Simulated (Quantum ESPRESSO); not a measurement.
# Mo3TaSe7Cl: input and log of a self-consistent run

Computed values, not a measurement. The program is pw.x of Quantum ESPRESSO 7.5 (plane-wave density functional theory). The cell is made up: 12 atoms on a layered 2H lattice, with randomly drawn elements, strain and displacements, not relaxed. PseudoDojo standard norm-conserving files (v0.5 for PBE, v0.4.1 for LDA and PBEsol) set the functional; there is no spin polarisation, spin-orbit coupling or dispersion term, and the masses in the input are unused placeholders.

Input:

```
&control calculation='scf', pseudo_dir='./dojo.nc.sr.pbe.v0_5.standard.upf', outdir='./o', disk_io='low', tprnfor=.true., tstress=.true. /
&system ibrav=0, nat=12, ntyp=4, nbnd=93, ecutwfc=107.82251126, nosym=.true., tot_charge=0,
 occupations='smearing', smearing='fd', degauss=0.0018374661
/
&electrons conv_thr=7.350e-09, electron_maxstep=60, /
ATOMIC_SPECIES
Cl 1.0 Cl.upf
Mo 1.0 Mo.upf
Se 1.0 Se.upf
Ta 1.0 Ta.upf
CELL_PARAMETERS angstrom
3.4007 0.0083 0.0119
0.0144 5.9362 0.0217
0.0477 0.0501 13.4943
ATOMIC_POSITIONS angstrom
Mo 0.0312 1.974 3.3442
Mo 1.7334 1.0286 10.1045
Ta 1.7279 4.9612 3.3902
Mo 0.0492 3.9897 10.1386
Se 0.044 1.974 8.4703
Se 0.0457 2.0309 11.794
Se 1.6871 1.0016 1.6878
Se 1.7237 1.0084 5.0792
Se 1.7318 4.9676 8.4853
Se 1.7286 4.9826 11.8344
Se 0.0057 3.9596 1.695
Cl 0.0109 3.9982 5.1159
K_POINTS automatic
8 6 4 1 1 1
```

The log is shortened where brackets say so; the opening notice, blank lines, dates and the lines on written files are dropped, and the path of the files is cut. It prints rydbergs, bohrs and kilobars, and counts compression as positive stress. With no partly filled state, the Fermi energy that it prints is only some level between the filled and the empty states on the mesh, and need not lie in the true gap.

```
     Program PWSCF v.7.5
     Parallel version (MPI & OpenMP), running on       4 processor cores
     Number of MPI processes:                 4
     Threads/MPI process:                     1
     [start-up lines left out]
     bravais-lattice index     =            0
     lattice parameter (alat)  =       6.4265  a.u.
     unit-cell volume          =    1838.2730 (a.u.)^3
     number of atoms/cell      =           12
     number of atomic types    =            4
     number of electrons       =       174.00
     number of Kohn-Sham states=           93
     kinetic-energy cutoff     =     107.8225  Ry
     charge density cutoff     =     431.2900  Ry
     scf convergence threshold =      7.3E-09
     mixing beta               =       0.7000
     number of iterations used =            8  plain     mixing
     Exchange-correlation= PBE
                           (   1   4   3   4   0   0   0)
     [axes and pseudopotential details left out]
   Cartesian axes
     site n.     atom                  positions (alat units)
         1        Mo     tau(   1) = (   0.0091745   0.5804634   0.9833768  )
         2        Mo     tau(   2) = (   0.5097139   0.3024644   2.9712730  )
         3        Ta     tau(   3) = (   0.5080966   1.4588628   0.9969033  )
         4        Mo     tau(   4) = (   0.0144675   1.1731890   2.9813002  )
         5        Se     tau(   5) = (   0.0129384   0.5804634   2.4907292  )
         6        Se     tau(   6) = (   0.0134383   0.5971951   3.4680779  )
         7        Se     tau(   7) = (   0.4960992   0.2945249   0.4963051  )
         8        Se     tau(   8) = (   0.5068616   0.2965245   1.4935613  )
         9        Se     tau(   9) = (   0.5092435   1.4607448   2.4951401  )
        10        Se     tau(  10) = (   0.5083025   1.4651556   3.4799577  )
        11        Se     tau(  11) = (   0.0016761   1.1643379   0.4984223  )
        12        Cl     tau(  12) = (   0.0032052   1.1756884   1.5043531  )
     number of k points=    96  Fermi-Dirac smearing, width (Ry)=  0.0018
                       cart. coord. in units 2pi/alat
        k(    1) = (   0.0622759   0.0474752   0.0311052), wk =   0.0208333
        k(    2) = (   0.0620559   0.0472455   0.0941099), wk =   0.0208333
     [further k points left out]
     Dense  grid:   278063 G-vectors     FFT dimensions: (  45,  75, 180)
     Estimated max dynamical RAM per process >       1.71 GB
     Estimated total dynamical RAM >       6.65 GB
     Initial potential from superposition of free atoms
     starting charge     173.9943, renormalised to     174.0000
     Starting wfcs are  107 randomized atomic wfcs
     total cpu time spent up to now is       28.2 secs
     per-process dynamical memory:  1526.2 Mb
     Self-consistent Calculation
     iteration #  1     ecut=   107.82 Ry     beta= 0.70
     Davidson diagonalization with overlap
     ethr =  1.00E-02,  avg # of iterations =  2.0
     Threshold (ethr) on eigenvalues was too large:
     Diagonalizing with lowered threshold
     Davidson diagonalization with overlap
     ethr =  8.38E-04,  avg # of iterations =  2.0
     total cpu time spent up to now is      149.4 secs
     total energy              =   -2281.72906435 Ry
     estimated scf accuracy    <       1.48271698 Ry
     iteration #  2     ecut=   107.82 Ry     beta= 0.70
     Davidson diagonalization with overlap
     ethr =  8.52E-04,  avg # of iterations =  8.8
     total cpu time spent up to now is      248.4 secs
     total energy              =   -2278.51280275 Ry
     estimated scf accuracy    <      40.55847920 Ry
     iteration #  3     ecut=   107.82 Ry     beta= 0.70
     Davidson diagonalization with overlap
     ethr =  8.52E-04,  avg # of iterations = 11.3
     total cpu time spent up to now is      344.5 secs
     total energy              =   -2279.82270564 Ry
     estimated scf accuracy    <      72.92112062 Ry
     iteration #  4     ecut=   107.82 Ry     beta= 0.70
     Davidson diagonalization with overlap
     c_bands:  1 eigenvalues not converged
     c_bands:  4 eigenvalues not converged
     ethr =  8.52E-04,  avg # of iterations = 13.7
     total cpu time spent up to now is      429.7 secs
     total energy              =   -2282.45944461 Ry
     estimated scf accuracy    <       1.19158070 Ry
     iteration #  5     ecut=   107.82 Ry     beta= 0.70
     Davidson diagonalization with overlap
     ethr =  6.85E-04,  avg # of iterations =  3.8
     total cpu time spent up to now is      492.4 secs
     total energy              =   -2282.56389313 Ry
     estimated scf accuracy    <       0.48377068 Ry
     [iterations 6 to 17 left out]
     iteration # 18     ecut=   107.82 Ry     beta= 0.70
     Davidson diagonalization with overlap
     ethr =  6.07E-10,  avg # of iterations =  6.0
     total cpu time spent up to now is     1407.5 secs
     total energy              =   -2282.61254144 Ry
     estimated scf accuracy    <       0.00000055 Ry
     iteration # 19     ecut=   107.82 Ry     beta= 0.70
     Davidson diagonalization with overlap
     ethr =  3.16E-10,  avg # of iterations =  5.6
     total cpu time spent up to now is     1470.0 secs
     total energy              =   -2282.61254148 Ry
     estimated scf accuracy    <       0.00000022 Ry
     iteration # 20     ecut=   107.82 Ry     beta= 0.70
     Davidson diagonalization with overlap
     ethr =  1.24E-10,  avg # of iterations =  4.4
     total cpu time spent up to now is     1532.4 secs
     total energy              =   -2282.61254150 Ry
     estimated scf accuracy    <       0.00000020 Ry
     iteration # 21     ecut=   107.82 Ry     beta= 0.70
     Davidson diagonalization with overlap
     ethr =  1.17E-10,  avg # of iterations =  2.9
     total cpu time spent up to now is     1588.3 secs
     total energy              =   -2282.61254152 Ry
     estimated scf accuracy    <       0.00000001 Ry
     iteration # 22     ecut=   107.82 Ry     beta= 0.70
     Davidson diagonalization with overlap
     ethr =  6.02E-12,  avg # of iterations =  6.2
     total cpu time spent up to now is     1658.1 secs
     End of self-consistent calculation
          k = 0.0623 0.0475 0.0311 ( 34808 PWs)   bands (ev):
   -57.9224 -50.6772 -50.6625 -50.5688 -37.1665 -37.1651 -37.1614 -37.1599
   -37.1526 -37.1516 -37.1415 -37.1403 -37.1167 -37.1157 -37.1128 -37.1121
   -37.1070 -37.1067 -37.0972 -37.0960 -37.0959 -37.0926 -37.0888 -37.0792
   -37.0738 -37.0704 -37.0322 -36.9992 -36.9899 -36.9247 -36.9245 -36.8847
   -36.8596 -36.8577 -36.8548 -36.8424 -36.8291 -36.7956 -36.7895 -24.8442
   -24.7601 -24.7260 -24.7243 -24.7103 -24.6831 -24.6691 -24.6053 -24.5867
   -24.4158 -24.2915 -24.2733  -6.2441  -3.5649  -3.1496  -2.6386  -2.2351
    -2.1787  -1.9542  -1.8767   4.2203   4.5431   5.0698   5.2705   5.6573
     5.8765   6.1271   6.2992   6.6788   7.3619   7.5753   7.8786   7.9436
     8.0774   8.1754   8.3141   8.5416   8.6201   8.8141   8.9489   9.0167
     9.1022   9.3152   9.5438   9.7635   9.8901  10.1259  10.6760  11.7450
    11.9203  12.2360  12.2865  12.6569  12.7231
     [levels at the other k points left out]
     the Fermi energy is    11.0947 ev
!    total energy              =   -2282.61254152 Ry
     estimated scf accuracy    <          2.2E-09 Ry
     smearing contrib. (-TS)   =      -0.00000000 Ry
     internal energy E=F+TS    =   -2282.61254152 Ry
     The total energy is F=E-TS. E is the sum of the following terms:
     one-electron contribution =   -1331.20659507 Ry
     hartree contribution      =     712.10680373 Ry
     xc contribution           =    -439.10238256 Ry
     ewald contribution        =   -1224.41036762 Ry
     convergence has been achieved in  22 iterations
     Forces acting on atoms (cartesian axes, Ry/au):
     atom    1 type  2   force =    -0.01400906   -0.00112865    0.04267500
     atom    2 type  2   force =     0.00473016   -0.01088280    0.03040340
     atom    3 type  4   force =    -0.00910112    0.01068193    0.01654780
     atom    4 type  2   force =    -0.01025252   -0.00324117    0.00541716
     atom    5 type  3   force =    -0.00138694    0.01675053    0.00512979
     atom    6 type  3   force =    -0.00393719   -0.00905153   -0.02327543
     atom    7 type  3   force =     0.01263244   -0.00420901    0.01143456
     atom    8 type  3   force =     0.00017782    0.00348026   -0.03471129
     atom    9 type  3   force =     0.00661446    0.00320212    0.01311989
     atom   10 type  3   force =     0.00425131    0.00342221   -0.03069269
     atom   11 type  3   force =     0.00801000    0.00294853    0.01071809
     atom   12 type  1   force =     0.00227064   -0.01197243   -0.04676629
     Total force =     0.099468     Total SCF correction =     0.000189
     Computing stress (Cartesian axis) and pressure
          total   stress  (Ry/bohr**3)                   (kbar)     P=      -48.01
  -0.00034280  -0.00002396  -0.00004301          -50.43       -3.52       -6.33
  -0.00002396  -0.00038984  -0.00005934           -3.52      -57.35       -8.73
  -0.00004301  -0.00005934  -0.00024651           -6.33       -8.73      -36.26
     init_run     :     26.66s CPU     27.48s WALL (       1 calls)
     electrons    :   1603.17s CPU   1629.96s WALL (       1 calls)
     forces       :     11.39s CPU     11.44s WALL (       1 calls)
     stress       :     38.91s CPU     39.63s WALL (       1 calls)
     [timing details left out]
     PWSCF        :  28m 1.03s CPU  28m29.66s WALL
     JOB DONE.
```

In other units: free energy -31056.526 eV for the cell, pressure -4.80 GPa, largest force component 1.202 eV/Å. This run is the check on a run of the same cell at a cutoff of 1170 eV and k mesh 6 x 4 x 2: rerunning at a cutoff of 1467 eV and k mesh 8 x 6 x 4 moved values by no more than 0.003 eV in energy, 0.02 GPa in stress and 0.004 eV/Å in force.